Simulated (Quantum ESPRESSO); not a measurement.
# HfAl3Mg3Mo: one run as intended and one with a planted mistake

A calculation, not a measurement. The program is pw.x of Quantum ESPRESSO 7.5 (plane-wave density functional theory). The cell is made up: eight metal atoms on a hexagonal close-packed lattice, with elements, volume, strain and displacements drawn at random and not relaxed, so it may be unstable or far from any real phase. PseudoDojo standard norm-conserving files set the functional (PBE unless stated); there is no spin polarisation or spin-orbit coupling, the Fermi-Dirac width of 0.25 eV means electrons at about 2900 K, and the masses in the input are unused placeholders. Heavy elements are run without spin-orbit coupling, which real alloys of them have. A spin test at this wide smearing found no moment, but such smearing suppresses magnetism that the real alloy may have.

Intended input:

```
&control calculation='scf', pseudo_dir='./dojo.nc.sr.pbe.v0_5.standard.upf', outdir='./o', disk_io='minimal', tprnfor=.true., tstress=.true. /
&system ibrav=0, nat=8, ntyp=4, nbnd=43, ecutwfc=84.00895049, nosym=.true., tot_charge=0,
 occupations='smearing', smearing='fd', degauss=0.0183746611
/
&electrons conv_thr=1.470e-08, electron_maxstep=70, mixing_beta=0.5 /
ATOMIC_SPECIES
Al 1.0 Al.upf
Hf 1.0 Hf.upf
Mg 1.0 Mg.upf
Mo 1.0 Mo.upf
CELL_PARAMETERS angstrom
-0.0554 0.004 -4.8204
0.0011 5.4522 -0.0044
6.063 0.0013 0.0698
ATOMIC_POSITIONS angstrom
Hf 0.0348 -0.1419 0.0664
Al 3.0321 0.0537 -0.1254
Mg 1.4932 2.5971 -0.0425
Mo 4.4388 2.7275 -0.0377
Al -0.0932 1.8547 -2.3947
Al 2.9493 1.7861 -2.448
Mg 1.3711 4.3601 -2.4449
Mg 4.5115 4.52 -2.442
K_POINTS automatic
5 4 4 1 1 1
```

The log is shortened where brackets say so; the opening notice, blank lines, dates and the lines on written files are dropped, and the path of the files is cut. It prints rydbergs, bohrs and kilobars, and counts compression as positive stress. Its total energy is the free energy E - TS of the whole cell.

Log of the intended run:

```
     Program PWSCF v.7.5
     Parallel version (MPI & OpenMP), running on       4 processor cores
     Number of MPI processes:                 4
     Threads/MPI process:                     1
     [start-up lines left out]
     bravais-lattice index     =            0
     lattice parameter (alat)  =       9.1098  a.u.
     unit-cell volume          =    1075.1802 (a.u.)^3
     number of atoms/cell      =            8
     number of atomic types    =            4
     number of electrons       =        65.00
     number of Kohn-Sham states=           43
     kinetic-energy cutoff     =      84.0090  Ry
     charge density cutoff     =     336.0358  Ry
     scf convergence threshold =      1.5E-08
     mixing beta               =       0.5000
     number of iterations used =            8  plain     mixing
     Exchange-correlation= PBE
                           (   1   4   3   4   0   0   0)
     [axes and pseudopotential details left out]
   Cartesian axes
     site n.     atom                  positions (alat units)
         1        Hf     tau(   1) = (   0.0072188  -0.0294354   0.0137739  )
         2        Al     tau(   2) = (   0.6289724   0.0111394  -0.0260127  )
         3        Mg     tau(   3) = (   0.3097463   0.5387370  -0.0088161  )
         4        Mo     tau(   4) = (   0.9207753   0.5657869  -0.0078204  )
         5        Al     tau(   5) = (  -0.0193332   0.3847351  -0.4967515  )
         6        Al     tau(   6) = (   0.6117966   0.3705048  -0.5078080  )
         7        Mg     tau(   7) = (   0.2844181   0.9044500  -0.5071649  )
         8        Mg     tau(   8) = (   0.9358561   0.9376193  -0.5065633  )
     number of k points=    40  Fermi-Dirac smearing, width (Ry)=  0.0184
                       cart. coord. in units 2pi/alat
        k(    1) = (   0.1005280   0.1104205  -0.1010704), wk =   0.0500000
        k(    2) = (   0.2993305   0.1103786  -0.1033552), wk =   0.0500000
     [further k points left out]
     Dense  grid:   111845 G-vectors     FFT dimensions: (  54,  64,  72)
     Estimated max dynamical RAM per process >     253.28 MB
     Estimated total dynamical RAM >     931.18 MB
     Initial potential from superposition of free atoms
     starting charge      64.9870, renormalised to      65.0000
     Starting wfcs are   47 randomized atomic wfcs
     total cpu time spent up to now is        3.4 secs
     per-process dynamical memory:   189.1 Mb
     Self-consistent Calculation
     iteration #  1     ecut=    84.01 Ry     beta= 0.50
     Davidson diagonalization with overlap
     ethr =  1.00E-02,  avg # of iterations =  4.8
     Threshold (ethr) on eigenvalues was too large:
     Diagonalizing with lowered threshold
     Davidson diagonalization with overlap
     ethr =  6.46E-04,  avg # of iterations =  2.3
     total cpu time spent up to now is       14.4 secs
     total energy              =    -623.41805705 Ry
     estimated scf accuracy    <       0.45015512 Ry
     iteration #  2     ecut=    84.01 Ry     beta= 0.50
     Davidson diagonalization with overlap
     ethr =  6.93E-04,  avg # of iterations =  3.6
     total cpu time spent up to now is       20.5 secs
     total energy              =    -623.15195656 Ry
     estimated scf accuracy    <       5.47659989 Ry
     [iterations 3 to 9 left out]
     iteration # 10     ecut=    84.01 Ry     beta= 0.50
     Davidson diagonalization with overlap
     ethr =  1.31E-09,  avg # of iterations =  2.1
     total cpu time spent up to now is       63.6 secs
     total energy              =    -623.60881180 Ry
     estimated scf accuracy    <       0.00000005 Ry
     iteration # 11     ecut=    84.01 Ry     beta= 0.50
     Davidson diagonalization with overlap
     ethr =  7.86E-11,  avg # of iterations =  4.2
     total cpu time spent up to now is       69.2 secs
     End of self-consistent calculation
     [lines on levels left out]
!    total energy              =    -623.60881181 Ry
     estimated scf accuracy    <       0.00000001 Ry
     smearing contrib. (-TS)   =      -0.08730969 Ry
     internal energy E=F+TS    =    -623.52150212 Ry
     The total energy is F=E-TS. E is the sum of the following terms:
     one-electron contribution =    -387.28439759 Ry
     hartree contribution      =     197.52617658 Ry
     xc contribution           =    -102.87343797 Ry
     ewald contribution        =    -330.88984313 Ry
     convergence has been achieved in  11 iterations
     Forces acting on atoms (cartesian axes, Ry/au):
     atom    1 type  2   force =    -0.05230636    0.03747066   -0.04275144
     atom    2 type  1   force =     0.01466350   -0.00887884    0.01485686
     atom    3 type  3   force =    -0.00310888    0.00017328    0.00574252
     atom    4 type  4   force =     0.03412382   -0.01476952    0.00781214
     atom    5 type  1   force =    -0.02883465   -0.01327376   -0.00521584
     atom    6 type  1   force =     0.02187469    0.00633323   -0.00635086
     atom    7 type  3   force =     0.03424777    0.01138838    0.00940576
     atom    8 type  3   force =    -0.02065988   -0.01844344    0.01650084
     Total force =     0.109511     Total SCF correction =     0.000365
     Computing stress (Cartesian axis) and pressure
          total   stress  (Ry/bohr**3)                   (kbar)     P=      -49.85
  -0.00031899  -0.00006360  -0.00008706          -46.92       -9.36      -12.81
  -0.00006360  -0.00050833  -0.00004756           -9.36      -74.78       -7.00
  -0.00008706  -0.00004756  -0.00018933          -12.81       -7.00      -27.85
     init_run     :      3.16s CPU      3.26s WALL (       1 calls)
     electrons    :     65.42s CPU     65.90s WALL (       1 calls)
     forces       :      0.94s CPU      0.96s WALL (       1 calls)
     stress       :      3.31s CPU      3.32s WALL (       1 calls)
     [timing details left out]
     PWSCF        :   1m12.95s CPU   1m13.57s WALL
     JOB DONE.
```

A second run has one planted mistake: one atom is of a wrong element. The input lines that differ:

```
- &system ibrav=0, nat=8, ntyp=4, nbnd=43, ecutwfc=84.00895049, nosym=.true., tot_charge=0,
+ &system ibrav=0, nat=8, ntyp=5, nbnd=44, ecutwfc=84.00895049, nosym=.true., tot_charge=0,
+ Ga 1.0 Ga.upf
- Mg 1.4932 2.5971 -0.0425
+ Ga 1.4932 2.5971 -0.0425
```

Its log:

```
     Program PWSCF v.7.5
     Parallel version (MPI & OpenMP), running on       4 processor cores
     Number of MPI processes:                 4
     Threads/MPI process:                     1
     [start-up lines left out]
     bravais-lattice index     =            0
     lattice parameter (alat)  =       9.1098  a.u.
     unit-cell volume          =    1075.1802 (a.u.)^3
     number of atoms/cell      =            8
     number of atomic types    =            5
     number of electrons       =        68.00
     number of Kohn-Sham states=           44
     kinetic-energy cutoff     =      84.0090  Ry
     charge density cutoff     =     336.0358  Ry
     scf convergence threshold =      1.5E-08
     mixing beta               =       0.5000
     number of iterations used =            8  plain     mixing
     Exchange-correlation= PBE
                           (   1   4   3   4   0   0   0)
     [axes and pseudopotential details left out]
   Cartesian axes
     site n.     atom                  positions (alat units)
         1        Hf     tau(   1) = (   0.0072188  -0.0294354   0.0137739  )
         2        Al     tau(   2) = (   0.6289724   0.0111394  -0.0260127  )
         3        Ga     tau(   3) = (   0.3097463   0.5387370  -0.0088161  )
         4        Mo     tau(   4) = (   0.9207753   0.5657869  -0.0078204  )
         5        Al     tau(   5) = (  -0.0193332   0.3847351  -0.4967515  )
         6        Al     tau(   6) = (   0.6117966   0.3705048  -0.5078080  )
         7        Mg     tau(   7) = (   0.2844181   0.9044500  -0.5071649  )
         8        Mg     tau(   8) = (   0.9358561   0.9376193  -0.5065633  )
     number of k points=    40  Fermi-Dirac smearing, width (Ry)=  0.0184
                       cart. coord. in units 2pi/alat
        k(    1) = (   0.1005280   0.1104205  -0.1010704), wk =   0.0500000
        k(    2) = (   0.2993305   0.1103786  -0.1033552), wk =   0.0500000
     [further k points left out]
     Dense  grid:   111845 G-vectors     FFT dimensions: (  54,  64,  72)
     Estimated max dynamical RAM per process >     265.58 MB
     Estimated total dynamical RAM >     980.40 MB
     Initial potential from superposition of free atoms
     starting charge      67.9851, renormalised to      68.0000
     Starting wfcs are   51 randomized atomic wfcs
     total cpu time spent up to now is        3.6 secs
     per-process dynamical memory:   187.2 Mb
     Self-consistent Calculation
     iteration #  1     ecut=    84.01 Ry     beta= 0.50
     Davidson diagonalization with overlap
     ethr =  1.00E-02,  avg # of iterations =  3.9
     Threshold (ethr) on eigenvalues was too large:
     Diagonalizing with lowered threshold
     Davidson diagonalization with overlap
     ethr =  6.85E-04,  avg # of iterations =  3.3
     total cpu time spent up to now is       15.3 secs
     total energy              =    -657.54676718 Ry
     estimated scf accuracy    <       0.50453741 Ry
     iteration #  2     ecut=    84.01 Ry     beta= 0.50
     Davidson diagonalization with overlap
     ethr =  7.42E-04,  avg # of iterations =  3.4
     total cpu time spent up to now is       21.6 secs
     total energy              =    -657.24657161 Ry
     estimated scf accuracy    <       6.42836765 Ry
     [iterations 3 to 9 left out]
     iteration # 10     ecut=    84.01 Ry     beta= 0.50
     Davidson diagonalization with overlap
     ethr =  1.36E-09,  avg # of iterations =  2.1
     total cpu time spent up to now is       67.9 secs
     total energy              =    -657.77168872 Ry
     estimated scf accuracy    <       0.00000008 Ry
     iteration # 11     ecut=    84.01 Ry     beta= 0.50
     Davidson diagonalization with overlap
     ethr =  1.19E-10,  avg # of iterations =  3.7
     total cpu time spent up to now is       73.6 secs
     End of self-consistent calculation
     [lines on levels left out]
!    total energy              =    -657.77168873 Ry
     estimated scf accuracy    <       0.00000001 Ry
     smearing contrib. (-TS)   =      -0.08511787 Ry
     internal energy E=F+TS    =    -657.68657086 Ry
     The total energy is F=E-TS. E is the sum of the following terms:
     one-electron contribution =    -366.48032085 Ry
     hartree contribution      =     201.49493311 Ry
     xc contribution           =    -128.79614431 Ry
     ewald contribution        =    -363.90503880 Ry
     convergence has been achieved in  11 iterations
     Forces acting on atoms (cartesian axes, Ry/au):
     atom    1 type  3   force =    -0.03554941    0.03409740   -0.04325622
     atom    2 type  1   force =     0.01338514   -0.00088180    0.01348316
     atom    3 type  2   force =    -0.00524576    0.00216333    0.00551237
     atom    4 type  5   force =     0.02104675   -0.01659071    0.00654753
     atom    5 type  1   force =    -0.02292810   -0.01370787   -0.00382970
     atom    6 type  1   force =     0.01599936    0.00408255   -0.00485721
     atom    7 type  4   force =     0.03620310    0.00527066    0.00957174
     atom    8 type  4   force =    -0.02291110   -0.01443356    0.01682833
     Total force =     0.094625     Total SCF correction =     0.000231
     Computing stress (Cartesian axis) and pressure
          total   stress  (Ry/bohr**3)                   (kbar)     P=      -71.99
  -0.00059469  -0.00001619  -0.00008430          -87.48       -2.38      -12.40
  -0.00001619  -0.00064940  -0.00004840           -2.38      -95.53       -7.12
  -0.00008430  -0.00004840  -0.00022405          -12.40       -7.12      -32.96
     init_run     :      3.37s CPU      3.49s WALL (       1 calls)
     electrons    :     69.62s CPU     69.94s WALL (       1 calls)
     forces       :      1.01s CPU      1.01s WALL (       1 calls)
     stress       :      3.54s CPU      3.54s WALL (       1 calls)
     [timing details left out]
     PWSCF        :   1m17.72s CPU   1m18.17s WALL
     JOB DONE.
```

|  | intended run | run with the mistake |
| --- | --- | --- |
| free energy (eV) | -8484.630 | -8949.440 |
| entropy term -TS, part of it (eV) | -1.188 | -1.158 |
| pressure (GPa) | -4.99 | -7.20 |
| size of the largest force component (eV/Å) | 1.345 | 1.112 |
| largest change of a force component (eV/Å) |  | 0.431 |
| iterations | 11 | 11 |

For scale, a rerun of the intended cell at a higher cutoff and on a denser mesh moved values by no more than 0.005 eV in energy, 0.09 GPa in stress and 0.013 eV/Å in force, and a second program with other atomic files agreed on that cell to 2 % rms in force and 0.5 GPa in pressure. Files of another functional or element have another zero of energy, so the energy change says nothing on stability. The number of bands, nbnd, was set by rule from the electron count, so it follows the mistake.